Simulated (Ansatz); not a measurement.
**What DFT gives for NbCd3**

```
Cd Nb
1.0
     4.22427    0.00000    0.00000
     0.00000    4.22427    0.00000
     0.00000    0.00000    4.22427
Cd Nb
3 1
Direct
  0.00000 0.50000 0.50000
  0.50000 0.00000 0.50000
  0.50000 0.50000 0.00000
  0.00000 0.00000 0.00000
```

Level: PBE, no spin polarisation; 420 eV; 8×8×8 Γ-centred mesh; fermi-dirac occupations (width 0.1 eV); Ansatz 0.2.0, fixed geometry.

**Question.** What do density and ELF say about some of the short contacts?

**Answer.** Cd–Cd at 2.99 Å: least valence density 0.20 e/Å³ and ELF 0.21 there. Cd–Nb at 2.99 Å: least valence density 0.22 e/Å³ and ELF 0.27 there. These are pseudo-fields; inside the PAW spheres they differ from the all-electron ones.

**Question.** Metal or insulator?

**Answer.** It is a metal, with about 1.7 states/eV a cell as the mean within 0.25 eV of the Fermi level, mostly Nb d (80 %).

**Question.** Which element gives electrons and which takes them?

**Answer.** Bader charges in e: Nb +0.71, Cd -0.24. In the mean Nb gives up most and Cd takes most.

**Question.** Is it stable against the elements?

**Answer.** 0.16 eV an atom against the elements' usual phases (free molecules for gases, crystals otherwise, with no correction for O₂ or N₂), so at this geometry it isn't bound against them. Relaxing would lower it.

**Question.** What does the stress say?

**Answer.** The pressure is 6.4 GPa (compression positive), so with the atoms held at these fractions the cell would first expand.

Origin: a database entry at a rescaled volume.
